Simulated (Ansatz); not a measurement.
# Computed properties of TePb

TePb:
```cif
data_Pb2Te2
_chemical_formula_sum 'Pb2 Te2'
_space_group_name_H-M_alt 'P 1'
_space_group_IT_number 1
_cell_length_a 5.53193
_cell_length_b 5.53193
_cell_length_c 6.47809
_cell_angle_alpha 90.000
_cell_angle_beta 90.000
_cell_angle_gamma 120.000
loop_
_space_group_symop_operation_xyz
  'x, y, z'
loop_
_atom_site_label
_atom_site_type_symbol
_atom_site_fract_x
_atom_site_fract_y
_atom_site_fract_z
_atom_site_occupancy
Pb1 Pb 0.66667 0.33333 0.75000 1
Pb2 Pb 0.33333 0.66667 0.25000 1
Te1 Te 0.66667 0.33333 0.25000 1
Te2 Te 0.33333 0.66667 0.75000 1
```

Space group P6_3/mmc (No. 194); conventional cell a = 5.5319 Å, b = 5.5319 Å, c = 6.4781 Å, α = 90.00°, β = 90.00°, γ = 120.00°.

Method: HSE06 in the plane-wave PAW code Ansatz. Geometry: relaxed at this level of theory. Other levels are named where they apply.

### Cell and energy

- Volume per atom = 42.92 Å³
- Density = 6.48 g/cm³

### Electronic structure

- Band gap = 1.59 eV (smallest direct gap 1.61 eV)
- Valence-band maximum = at H
- Conduction-band minimum = on the K–Γ line, 69 % of the way from K (6 equivalent valleys)

### Mechanics

- Bulk modulus (Birch–Murnaghan fit): 320 kbar
- Pressure derivative B′: 4.4

### Charges

Bader charges: Pb +0.78, Te -0.78 e

The cell is a constructed one: a structure type filled with these elements; neither database checked (COD, Materials Project) lists it. It is not the phase usual at ambient conditions (space group No. 225). The HSE06 relaxation kept the symmetry of its start; its stability against distortions is not shown here. The hybrid was solved on a coarse mesh, the path and, where they were found, the r²SCAN edge points; its band edges are the extreme levels among these. Spin–orbit coupling is left out wherever it is not named.

Potentials: the later of the program's two PAW sets.
